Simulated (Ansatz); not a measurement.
# MnSb: levels along high-symmetry lines

```xyz
4
Lattice="4.1300 0.0000 0.0000 -2.0650 3.5767 0.0000 0.0000 0.0000 5.8000" Properties=species:S:1:pos:R:3 pbc="T T T"
Mn    0.0000    0.0000    0.0000
Mn    0.0000    0.0000    2.9000
Sb    0.0000    2.3845    1.4500
Sb    2.0650    1.1922    4.3500
```

Atoms are numbered in the order listed.

The geometry is COD entry 1539189, unchecked; take it as a test cell.

The magnetic state is the one reached from the start moments; no search over orders was made, so it needn't be the ground state.

Spin–orbit coupling is left out, though it moves levels of the heavy atoms by tenths of an eV or more.

Method: DFT, PBE, all-electron LAPW, scalar-relativistic (Ansatz 0.2.0).

Numerical set-up: a Γ-centred 9×9×6 k mesh, Fermi–Dirac smearing of 0.08 eV, basis error target 1 meV/atom, spin-polarised from start moments Mn1 4, Mn2 4 μB, ending with a cell moment of 6.64 μB.

Points in fractions of the reciprocal vectors of this cell: Γ (0, 0, 0), M (0.5, 0, 0), K (0.333, 0.333, 0), A (0, 0, 0.5), L (0.5, 0, 0.5), H (0.333, 0.333, 0.5). The path joins them by straight lines in the order Γ–M–K–Γ–A–L–H–A–L; legs that retrace an earlier one aren't tabulated. Energies are in eV from the Fermi level.

(1) Is there a gap?

(2) List the levels between -20 and 5 eV at the symmetry points.

## Answers

(1) none: bands cross the Fermi level, a metal.

(2) 
Γ spin-up: -11.60, -8.64, -5.68, -3.88 (×2), -3.24, -2.93 (×2), -2.63 (×2), -1.90 (×2), -0.55, 0.49 (×2), 2.29 (×2), 2.56, 3.05, 4.37
Γ spin-down: -11.60, -8.78, -5.26, -2.47 (×2), -0.93, 0.00 (×2), 0.26 (×2), 0.55 (×2), 1.41 (×2), 2.38, 2.47, 3.13, 3.84 (×2)
M spin-up: -9.62, -9.23, -5.57, -3.71, -3.70, -3.31, -3.15, -2.89, -2.56, -2.41, -2.35, -2.22, -2.06, -1.91, -1.87, -0.85, 0.67, 3.06, 3.52, 4.37, 4.79, 4.95
M spin-down: -9.73, -9.22, -5.09, -3.13, -2.83, -2.43, -2.16, -2.06, -1.06, 0.51, 0.71, 0.72, 0.86, 1.32, 1.49, 1.78, 2.96, 4.27, 4.57, 4.83
K spin-up: -9.21 (×2), -5.68, -4.30 (×2), -3.33 (×2), -2.74, -2.41 (×2), -2.15, -2.01 (×2), -1.86, -0.74 (×2), 0.12 (×2), 2.11
K spin-down: -9.28 (×2), -5.26, -3.47 (×2), -2.40 (×2), -2.08, -0.17, 0.64 (×2), 0.67, 1.23 (×2), 1.55 (×2), 2.21 (×2), 3.81
A spin-up: -10.59 (×2), -3.30 (×4), -3.18 (×2), -2.56 (×4), -0.64 (×2), 1.74 (×4), 4.60 (×2)
A spin-down: -10.60 (×2), -2.07 (×2), -1.65 (×4), 0.52 (×4), 0.79 (×2), 2.96 (×4)
L spin-up: -9.31 (×2), -5.47 (×2), -3.28 (×2), -3.06 (×2), -2.44 (×2), -2.35 (×2), -2.19 (×2), 0.12 (×2), 1.15 (×2), 3.91 (×2)
L spin-down: -9.38 (×2), -5.19 (×2), -2.06 (×2), -1.63 (×2), 0.27 (×2), 0.85 (×2), 0.86 (×2), 1.89 (×2), 2.77 (×2), 4.47 (×2)
H spin-up: -9.13 (×2), -4.76 (×2), -4.43 (×2), -3.11 (×2), -2.56 (×2), -2.28 (×2), -1.74 (×2), -1.74 (×2), 2.97 (×2)
H spin-down: -9.20 (×2), -4.46 (×2), -4.09 (×2), -1.32 (×2), 0.44 (×2), 0.68 (×2), 1.06 (×2), 1.38 (×2), 4.01 (×2)
